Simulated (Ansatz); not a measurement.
A trial cell of BSe, before relaxation:

```
CELL_PARAMETERS angstrom
3.45664 0.00000 0.00000
-1.72832 2.99354 0.00000
0.00000 0.00000 11.39025
ATOMIC_POSITIONS crystal
B 0.66667 0.33333 0.12500
B 0.66667 0.33333 0.37500
B 0.33333 0.66667 0.62500
B 0.33333 0.66667 0.87500
Se 0.00000 0.00000 0.00000
Se 0.33333 0.66667 0.25000
Se 0.00000 0.00000 0.50000
Se 0.66667 0.33333 0.75000
```

Method: DFT PBE, scalar-relativistic, plane waves, PAW in Ansatz 0.2.0. Cutoff 420 eV, Gaussian smearing, Γ-centred meshes. Cell and atoms relax first on a coarse mesh and then on a finer one. In between, the cell is made exact in the group found at 0.06 Å. In metals the finer mesh still leaves noise of several meV/atom or more. The steps can't lower the symmetry of their start. No spin polarisation.

A guess keeps its type if space group and coordination stay and the shape of the cell changes little (axis ratios within about 15 %, angles within 6°); the volume may change.

Question: Will the relaxed cell still be of the starting type?

Answer: It keeps its type. The symmetry stays P6_3/mmc (No. 194). The volume per atom shrinks by 10.3 %, from 14.7 to 13.2 Å³. The shortest distance goes from 2.45 Å (B–Se) to 2.33 Å (B–Se). The ratio c/a of the conventional cell changes by a factor of 1.03. Counting neighbours within 15 % of an atom's shortest distance, the start has B 6, Se 6 and the end B 6, Se 6.

The last run used a 15×15×4 mesh (in the run's order of axes) for its 8-atom cell and Gaussian smearing of 0.10 eV. Symmetry constrained the relaxation, so the result can be a saddle point.
